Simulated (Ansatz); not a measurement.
Al2Cu (I4/mcm), relaxed with LDA (Ansatz, an electronic-structure program, plane waves, PAW): a = 5.9361 Å, b = 5.9361 Å, c = 4.7811 Å, α = 90.00°, β = 90.00°, γ = 90.00°.

- ΔH_f (eV/atom): -0.19
- B₀ by P(V) fit (GPa): 115

Question: The same phase is relaxed and computed with PBE in the same code. What are the cell and these values now?

Answer: a = b = 6.051 Å, c = 4.888 Å, α = β = γ = 90.00°.

ΔH_f (eV/atom): -0.16
B₀ by P(V) fit (GPa): 99.4

All cells were relaxed under the symmetry of their starts (and spin orders); stability against distortions was not tested throughout. Rows with no word on spin ran without spin polarisation.

Potentials: the later of the program's two PAW sets.

Ansatz is a plane-wave DFT program.

Formation energies count from the lowest solids of the elements computed at the same level, not from gases.
